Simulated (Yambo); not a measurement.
**How GW settings move the gap: CdTe**

G0W0@PBEsol for CdTe (zinc blende, space group F-43m, No. 216) in Yambo. Reference settings: 4×4×4 Γ-centred k mesh, bands 5 to 165 and a 10 Ry block in the screening, 165 bands in G with the Bruneval-Gonze terminator, plasmon pole fitted at 27.2 eV. The PBEsol gap Γ → Γ on this mesh is 0.65 eV; G0W0 gaps are taken between the same points.

| change from the reference | G0W0 gap Γ → Γ (eV) | shift of the valence edge (eV) | rough Yambo cost |
|---|---|---|---|
| reference settings | 1.82 | -1.11 | 1 |
| 60 bands in W, 60 bands in G | 1.91 | -0.90 | about 1/3 |
| 91 bands in W, 91 bands in G | 1.84 | -1.00 | within a factor of two |
| wavefunctions cut at 10 Ry | 1.66 | -0.62 | about 1/3 |
| exchange cut at 10 Ry | 1.77 | -0.48 | – |
| 40 bands in W, 40 bands in G, 4 Ry block | 1.98 | -0.66 | about 1/7 |
| 40 bands in W, 40 bands in G, 6 Ry block | 2.02 | -0.71 | about 1/7 |
| 60 bands in W, 60 bands in G, 4 Ry block | 1.87 | -0.78 | about 1/5 |
| 60 bands in W, 60 bands in G, 6 Ry block | 1.91 | -0.86 | about 1/4 |
| 91 bands in W, 91 bands in G, 2 Ry block | 1.76 | -0.71 | about 1/3 |
| 91 bands in W, 91 bands in G, 8 Ry block | 1.84 | -0.98 | about 1/2 |
| 128 bands in W, 128 bands in G, 4 Ry block | 1.78 | -0.89 | within a factor of two |
| 2 Ry block | 1.73 | -0.73 | within a factor of two |
| 6×6×6 mesh | 1.84 | -1.16 | about 7× |
| 91 bands in W, 91 bands in G, 4 Ry block, no terminator | 1.78 | -0.76 | about 1/2 |

The reference isn't shown to be the converged limit. Costs are rough (shared machines), scaled to the same edge states, and given only for runs that recompute the screening.

Spin-orbit coupling is left out, which matters for elements this heavy: edges can move by tenths of an eV.

The standard potential for Te keeps a d shell in the valence without the s and p states of that shell. In tests on such compounds this moved G0W0 gaps by up to about 0.9 eV, so absolute quasiparticle energies here are unreliable; differences between settings are what counts.

Geometry relaxed with PBEsol; primitive cell a = 4.589 Å, b = 4.589 Å, c = 4.589 Å, α = 60.00°, β = 60.00°, γ = 60.00°.

A shift is the quasiparticle energy of the state minus its PBEsol energy.
